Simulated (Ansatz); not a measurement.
Data:

Ta$_{2}$SiN:
```cif
data_N2Si2Ta4
_chemical_formula_sum 'Si2 Ta4 N2'
_space_group_name_H-M_alt 'P 1'
_space_group_IT_number 1
_cell_length_a 3.23101
_cell_length_b 3.23101
_cell_length_c 12.11673
_cell_angle_alpha 90.000
_cell_angle_beta 90.000
_cell_angle_gamma 120.000
loop_
_space_group_symop_operation_xyz
  'x, y, z'
loop_
_atom_site_label
_atom_site_type_symbol
_atom_site_fract_x
_atom_site_fract_y
_atom_site_fract_z
_atom_site_occupancy
Si1 Si 0.33333 0.66667 0.75000 1
Si2 Si 0.66667 0.33333 0.25000 1
Ta1 Ta 0.33333 0.66667 0.09543 1
Ta2 Ta 0.66667 0.33333 0.59543 1
Ta3 Ta 0.66667 0.33333 0.90457 1
Ta4 Ta 0.33333 0.66667 0.40457 1
N1 N 0.00000 0.00000 0.00000 1
N2 N 0.00000 0.00000 0.50000 1
```

This is the PBE-relaxed structure.

Q: All from PBE (plane waves, PAW; program Ansatz), unless another level is named. Give the electronic character.

A: metallic (no gap).

Q: What about the density of states at the Fermi level?

A: 0.37 states/eV per atom (mean over ±0.08 eV).

Q: Next, the formation energy from the elements (no fitted shifts)?

A: -0.57 eV/atom.

Space group P6_3/mmc. The start of the workflow was typed in or built on a structure type; neither database checked (COD, Materials Project) lists it. Its standing as an ambient phase is unchecked. The PBE relaxation kept the symmetry of its start; whether a distortion lowers the energy is not shown. The run is not spin-polarised. The references are the lowest solids computed at this level, not always the standard phases (solids in place of the gases). Scalar-relativistic: spin–orbit coupling is off unless named, which matters more the heavier the elements.

Potentials: the earlier of the program's two PAW sets.
